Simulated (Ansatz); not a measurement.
# A failing phonon run on MnPt

All numbers below come from DFT PBEsol, scalar-relativistic, plane waves, PAW in Ansatz 0.2.0.

Launched with:
```bash
ansatz run input.yaml --threads 1 --pin off --max-ram 3072MiB --backend cpu --events-out ev --progress --plain --runs-dir out
```

Input (bare energies are in eV):
```yaml
crystal:
  lattice:
    - [2.8693309364, 0.0, 0.0]
    - [0.0, 2.8693309364, 0.0]
    - [0.0, 0.0, 3.4963101507]
  atoms:
    - { symbol: Mn, position: [0.0, 0.0, 0.0], spin: 4.08 }
    - { symbol: Pt, position: [0.5, 0.5, 0.5], spin: 0.47 }
basis:
  ecutwfc: 420
kpoints:
  mp_grid: { grid: [14, 14, 12] }
hamiltonian:
  xc: pbesol
scf:
  occupations: { method: fermi_dirac, width: 0.5 }
  max_iter: 90
output:
  eigenvalues: true
  populations: true
magnetization:
  spin_polarized: true
phonons:
  method: dfpt
  qmesh: [3, 3, 3]
```

The program ended with:
```
the 14x14x12 k mesh cannot serve 24 of the 27 requested q, among them q = (0, 0.3333333333333333, 0) of phonons.qmesh (the mesh's divisions times q: (0, 4.666666666666666, 0)), which it misses, and this state has partly filled bands (fractional occupations, or a band filled at one k or k + q and empty at another: a metal; a gapped crystal whose smearing reaches a band edge, as Fermi-Dirac does for a gap under about twenty widths; or one whose k mesh leaves the Fermi level beyond a band edge at some k + q). For such a state the DFPT dynamical matrix is right only where every k + q is again a …
```

Task: What in the input causes this, and what does a sound run give?

Result: The cause is the q mesh 3×3×3 on a k mesh of 14×14×12: with partly filled bands (a metal, or a gap closed by this wide smearing) every k + q must be a point of the k mesh, so its divisions must be multiples of 3. Such a k mesh would keep the q mesh; the reference run asks for Γ alone. With this input instead (crystal left out)
```yaml
basis:
  ecutwfc: 420
kpoints:
  mp_grid: { grid: [14, 14, 12] }
hamiltonian:
  xc: pbesol
scf:
  occupations: { method: gaussian, width: 0.2 }
output:
  eigenvalues: true
  populations: true
magnetization:
  spin_polarized: true
phonons:
  method: dfpt
```
the run finishes and gives the optical modes at Γ (cm⁻¹, by rank, no LO field; i marks imaginary):
```json
{"setting": "reference run", "mode 1": "182", "mode 2": "182", "mode 3": "227"}
```
In a metal, frequencies and elastic constants depend on the k mesh and the smearing, soft modes and shear constants most. Spin–orbit coupling is left out, which matters for heavy elements.

Cost: 2 runs of about 4.4 core-minutes in all, on Arm Neoverse V2 (shared hosts).